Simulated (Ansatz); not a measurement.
# Relaxing Si

These are results of Ansatz, DFT r2SCAN, scalar-relativistic, plane waves, PAW, not measurements. (500 eV cutoff, 2×2×2 k-mesh, Gaussian smearing of 0.02 eV, no spin polarisation)

What was changed: Si vacancy, charge -2, atoms relaxed.

In a supercell of 15 atoms the defect feels its periodic images, and the cell reads as a metal on the mesh, so a level in the gap can't be told from a carrier in the bands.

Spin polarisation was left out.

Command:

```bash
ansatz run input.yaml --threads 8 --pin off --max-ram 20480MiB --backend cpu --events-out ev --progress --plain --runs-dir out
```

Input:

```yaml
crystal:
  lattice:
    - [0.0, 5.44370238, -5.44370238]
    - [5.44370238, 5.44370238, 0.0]
    - [5.44370238, 0.0, -5.44370238]
  atoms:
    - { symbol: Si, position: [0.125, 0.125, 0.125] }
    - { symbol: Si, position: [0.125, 0.625, 0.125] }
    - { symbol: Si, position: [0.625, 0.125, 0.125] }
    - { symbol: Si, position: [0.625, 0.625, 0.125] }
    - { symbol: Si, position: [0.125, 0.125, 0.625] }
    - { symbol: Si, position: [0.125, 0.625, 0.625] }
    - { symbol: Si, position: [0.625, 0.125, 0.625] }
    - { symbol: Si, position: [0.625, 0.625, 0.625] }
    - { symbol: Si, position: [0.25, 0.75, 0.25] }
    - { symbol: Si, position: [0.25, 0.25, 0.25] }
    - { symbol: Si, position: [0.75, 0.75, 0.25] }
    - { symbol: Si, position: [0.25, 0.75, 0.75] }
    - { symbol: Si, position: [0.25, 0.25, 0.75] }
    - { symbol: Si, position: [0.75, 0.75, 0.75] }
    - { symbol: Si, position: [0.75, 0.25, 0.75] }
total_charge: -2
basis:
  ecutwfc: 500
  xc_grid: 3
kpoints:
  mp_grid: { grid: [2, 2, 2], shift: [0.0, 0.0, 0.0] }
hamiltonian:
  xc: r2scan
scf:
  occupations: { method: gaussian, width: 0.02 }
output:
  forces: true
  stress: false
  eigenvalues: true
  write_density: true
  write_potential: true
  elf: true
  volumetric_format: npy
relax:
  adjacent_minimum: "off"
  f_tol: 0.02
  max_steps: 60
```

F is the free energy.

Steps:

```
step F − F(1) (eV) largest force component (eV/Å)
   1         0.0000                           0.342
   2        -0.1936                           0.118
   3        -0.2151                           0.109
   4        -0.2188                           0.116
   5        -0.2237                           0.012
   6        -0.2237                           0.012
```

Relaxed structure:

```yaml
crystal:
  lattice:
    - [0.00000, 5.44370, -5.44370]
    - [5.44370, 5.44370, 0.00000]
    - [5.44370, 0.00000, -5.44370]
  atoms:
    - { symbol: Si, position: [0.10130, 0.13290, 0.13290] }
    - { symbol: Si, position: [0.12486, 0.62486, 0.12541] }
    - { symbol: Si, position: [0.63290, 0.13290, 0.13290] }
    - { symbol: Si, position: [0.63290, 0.60130, 0.13290] }
    - { symbol: Si, position: [0.12486, 0.12541, 0.62486] }
    - { symbol: Si, position: [0.12486, 0.62486, 0.62486] }
    - { symbol: Si, position: [0.63290, 0.13290, 0.60130] }
    - { symbol: Si, position: [0.62541, 0.62486, 0.62486] }
    - { symbol: Si, position: [0.25360, 0.75360, 0.24640] }
    - { symbol: Si, position: [0.25360, 0.24640, 0.24640] }
    - { symbol: Si, position: [0.74640, 0.75360, 0.24640] }
    - { symbol: Si, position: [0.25000, 0.75000, 0.75000] }
    - { symbol: Si, position: [0.25360, 0.24640, 0.75360] }
    - { symbol: Si, position: [0.74640, 0.75360, 0.75360] }
    - { symbol: Si, position: [0.74640, 0.24640, 0.75360] }
```

The structure is cubic, space group F-43m (No. 216). The conventional cell has a = 10.887 Å, b = 10.887 Å, c = 10.887 Å, α = 90.00°, β = 90.00°, γ = 90.00°. Around Si (site symmetry 3m) lie 3 Si at 2.39 Å. Si (site symmetry 3m) is surrounded by 4 Si at 2.36 to 2.38 Å. Si (site symmetry 2mm) is surrounded by 4 Si at 2.38 to 2.39 Å. Si (site symmetry -43m) is surrounded by 4 Si at 2.36 Å.

The run converged. It took 37 s on 8 threads of Intel(R) Xeon(R) Processor @ 2.50GHz (Skylake/Cascade Lake) (shared host), peak memory 1 GiB.

The relaxation kept the symmetry at the defect while a level is partly filled, so a distortion that splits the level (Jahn–Teller) was held off and may lie lower. The cell is also small for a charged defect.